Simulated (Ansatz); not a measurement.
## TiB$_{2}$ (P6/mmm): elasticity against pressure

```yaml
crystal:
  lattice:
    - [3.01730, 0.00000, 0.00000]
    - [-1.50865, 2.61306, 0.00000]
    - [0.00000, 0.00000, 3.18541]
  atoms:
    - { symbol: Ti, position: [0.00000, 0.00000, 0.00000] }
    - { symbol: B, position: [0.33333, 0.66667, 0.50000] }
    - { symbol: B, position: [0.66667, 0.33333, 0.50000] }
```

This is the zero-pressure cell. At each pressure cell and atoms are relaxed in this structure, and the constants are slopes of the stress at strains of ±0.005 with relaxed ions (the coefficients that govern stability under load). Level: PBEsol, PAW on Ansatz 0.2.0's default frozen-core files (fitted under PBE), scalar-relativistic; k mesh 16×16×14, strains of ±0.005, Fermi-Dirac smearing of 0.050 eV, cutoff 420 eV. P is the pressure of the relaxed cell, less that of this one.

| P (GPa) | V/V₀ | C11 (GPa) | C12 (GPa) | C13 (GPa) | C33 (GPa) | C44 (GPa) |
| --- | --- | --- | --- | --- | --- | --- |
| 0.00 | 1.0000 | 682.5 | 67.6 | 107.3 | 481.1 | 277.7 |
| 1.04 | 0.9961 | 689.7 | 69.7 | 110.2 | 487.0 | 281.0 |
| 2.02 | 0.9924 | 696.4 | 71.5 | 113.1 | 492.7 | 284.3 |
| 4.02 | 0.9853 | 709.9 | 75.4 | 118.9 | 503.9 | 290.6 |
| 7.00 | ? | ? | ? | ? | ? | ? |
| 10.03 | 0.9651 | 749.8 | 86.9 | 136.1 | 536.5 | 309.3 |
| 15.03 | 0.9497 | 781.9 | 96.4 | 150.5 | 562.6 | 324.4 |

Question: Does the bulk modulus from the constants agree with the pressure-volume curve?

Answer: A third-order Birch-Murnaghan fit to the volumes shown (F against f, f = [(V₀/V)^(2/3) − 1]/2) gives B₀ = 263.9 GPa and B′ = 3.8. Its −V dP/dV stands beside the Reuss value 1/ΣS_ij (i, j ≤ 3):

| P (GPa) | from P(V) | from the constants |
| --- | --- | --- |
| 0.00 | 263.9 | 263.3 |
| 1.04 | 267.8 | 267.3 |
| 2.02 | 271.5 | 271.2 |
| 4.02 | 278.9 | 278.9 |
| 10.03 | 301.1 | 301.7 |
| 15.03 | 319.2 | 320.3 |

Question: What are the pressure derivatives at zero pressure?

Answer: Slopes at V₀ of quadratic fits in −ln(V/V₀) through the first four rows shown, divided by B₀: dC11/dP = 6.9, dC12/dP = 2.0, dC13/dP = 2.9, dC33/dP = 5.7, dC44/dP = 3.2. The mean slopes up to 2.0 GPa are 6.8, 1.9, 2.9, 5.7, 3.2; curvature and scatter of the constants part the two.

Question: Fill the row at 7.00 GPa.

Answer: Cubic fits in −ln(V/V₀) through all rows shown give C11 = 729.8, C12 = 81.1, C13 = 127.4, C33 = 520.2, C44 = 300.0 GPa. Computed: V/V₀ = 0.9750, C11 (GPa) = 729.8, C12 (GPa) = 81.1, C13 (GPa) = 127.4, C33 (GPa) = 520.2, C44 (GPa) = 300.0.

Question: Does a shear stiffness soften?

Answer: C44 goes from 277.7 to 324.4 GPa; (C11 − C12)/2 goes from 307.4 to 342.8 GPa. Neither ends more than 3 % under its start, and the lattice stays mechanically stable over this range.

Caveats: no other phase was computed; many crystals of this kind change structure within this range, and rows or crossings beyond such a change describe a metastable lattice; frozen-core PAW files fitted under PBE, their cores solved anew for the functional of the run; responses of metals move with mesh and smearing; elastic stability says nothing of phonons or of other phases; phonons weren't checked at these pressures.
